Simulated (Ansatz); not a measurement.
An element in the diamond structure gives these cold pressures by all-electron LAPW under PBEsol (Ansatz 0.2.0, scalar-relativistic, no spin polarisation).

| V (Å³/atom) | P (GPa) |
| --- | --- |
| 14.47 | 0.01 |
| 13.75 | 2.55 |
| 12.30 | 9.70 |
| 10.85 | 21.2 |
| 9.41 | 40.1 |
| 7.96 | 73.0 |
| 6.51 | 134.7 |
| 5.79 | 186.5 |

Problem. Which element is it?

Solution. Be. Its zero-pressure volume in this structure is near 14.5 Å³/atom; the volume and the steepness of P(V) together point to it, though neighbours can come close. Neighbours weren't tried against these numbers.
